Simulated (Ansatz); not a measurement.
KF:
```yaml
crystal:
  lattice:
    - [0.00000, 2.65327, 2.65327]
    - [2.65327, 0.00000, 2.65327]
    - [2.65327, 2.65327, 0.00000]
  atoms:
    - { symbol: K, position: [0.00000, 0.00000, 0.00000] }
    - { symbol: F, position: [0.50000, 0.50000, 0.50000] }
```

Relaxed with PBEsol.

Problem. Decompose the optical modes at the zone centre into irreducible representations, and say which are infrared and Raman allowed.

Solution. Point group m-3m: Γ_opt = T1u. Infrared: T1u. Raman: none.

Problem. Assign frequencies (DFPT, plane-wave PAW PBEsol (Ansatz code); without the LO–TO term).

Solution. T1u 180 cm⁻¹.

Space group Fm-3m (rock salt). The PBEsol relaxation kept the symmetry of its start; of distortions, only those at the zone centre were tested.

Potentials: the later of the program's two PAW sets.
